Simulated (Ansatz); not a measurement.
Si₃N₄:
Space group P6₃/m (No. 176); a = b = 7.6055 Å, c = 2.9056 Å, α = β = 90.00°, γ = 120.00°

```
atom  site  symmetry       x       y       z
----  ----  --------  ------  ------  ------
Si      6h       m..  0.4060  0.2306  0.2500
N       2d      -6..  0.6667  0.3333  0.2500
N       6h       m..  0.0313  0.3303  0.2500
```

Relaxed with r²SCAN.

Task: Give the optical modes at the zone centre with their infrared and Raman activity from DFPT, r²SCAN in the plane-wave PAW code Ansatz.

Result: Transverse frequencies, without the LO–TO term; a row sums one degenerate level.

| ω (cm⁻¹) | degeneracy | IR ((D/Å)²/amu) | Raman (Å⁴/amu) | activity |
|---|---|---|---|---|
| 185 | 2 | 0.00 | 1.2 | Raman |
| 209 | 1 | 0.00 | 3.4 | Raman |
| 228 | 2 | 0.00 | 1.1 | Raman |
| 255 | 1 | 0.00 | 0 | silent |
| 276 | 1 | 0.00 | 0 | silent |
| 310 | 2 | 0.00 | 0 | silent |
| 380 | 1 | 8.82 | 0 | IR |
| 417 | 1 | 0.00 | 0 | silent |
| 433 | 2 | 26.27 | 0 | IR |
| 452 | 2 | 0.00 | 0.90 | Raman |
| 463 | 1 | 0.00 | 0 | silent |
| 562 | 1 | 0.00 | 0 | silent |
| 573 | 2 | 22.97 | 0 | IR |
| 620 | 2 | 0.00 | 2.3 | Raman |
| 655 | 1 | 0.00 | 0 | silent |
| 734 | 1 | 0.00 | 2.2 | Raman |
| 854 | 1 | 137.39 | 0 | IR |
| 864 | 2 | 0.00 | 9.0 | Raman |
| 867 | 2 | 0.00 | 0 | silent |
| 882 | 1 | 0.00 | 0 | silent |
| 894 | 2 | 230.93 | 0 | IR |
| 928 | 2 | 0.00 | 7.8 | Raman |
| 940 | 1 | 0.00 | 8.4 | Raman |
| 1033 | 2 | 10.82 | 0 | IR |
| 1048 | 2 | 0.00 | 10 | Raman |
| 1069 | 1 | 0.00 | 0 | silent |

Task: How high does the top mode go among those that the LO–TO term moves?

Result: 1145 cm⁻¹ for q along x, 1145 cm⁻¹ for q along y, 1113 cm⁻¹ for q along z.

Space group P6_3/m. The r²SCAN relaxation kept the symmetry of its start; phonons on a q-mesh show no instability.

Potentials: the earlier of the program's two PAW sets.
